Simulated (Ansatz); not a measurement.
# BiP (WC-type structure)

Level of theory: DFT, PBEsol, scalar-relativistic, no spin polarisation; plane waves to 420 eV with PAW datasets (Ansatz 0.2.0), Γ-centred 10×10×8 mesh, 0.05 eV Gaussian smearing; PAW files: Ansatz's generated set soft_2.

```yaml
crystal:
  lattice:
    - [3.85036, 0.00000, 0.00000]
    - [-1.92518, 3.33451, 0.00000]
    - [0.00000, 0.00000, 3.74393]
  atoms:
    - { symbol: Bi, position: [0.00000, 0.00000, 0.00000] }
    - { symbol: P, position: [0.66667, 0.33333, 0.50000] }
```

The cell came from substitution into a structure type; whether the compound takes it is for experiment to say.

The cell is relaxed to zero pressure at this level.

Path: Γ–M–K–Γ–A–L–H–A | L–M | H–K, with Γ = (0.000, 0.000, 0.000), M = (0.500, 0.000, 0.000), K = (0.333, 0.333, 0.000), A = (0.000, 0.000, 0.500), L = (0.500, 0.000, 0.500), H = (0.333, 0.333, 0.500) in reciprocal vectors of the calculation's cell.

**Question.** Is it a metal or an insulator, and if it has a gap, where are the band edges on this path?

**Answer.** A metal: bands cross the Fermi level.

Levels between -6 and 6 eV from the Fermi level at the path's named points:
| point | below E_F (eV) | above E_F (eV) |
| --- | --- | --- |
| Γ | -5.74 -2.69 -1.05 -1.05 | 2.74 2.74 3.85 |
| M | -2.81 -2.07 -0.67 | 1.95 2.18 4.13 5.55 |
| K | -5.11 -0.13 | 0.95 1.45 1.71 3.78 |
| A |  | 0.24 0.24 0.95 1.49 2.45 2.45 |
| L | -5.21 -4.99 -0.49 | 0.50 2.45 2.54 |
| H | -5.00 -4.96 -2.29 -2.26 | 5.46 |

These numbers lack spin–orbit coupling. A displaced or strained copy of the relaxed cell lay 4.9 meV/atom lower, so the structure isn't a true minimum at this level, unless the mesh, which matters in a metal, makes it so.
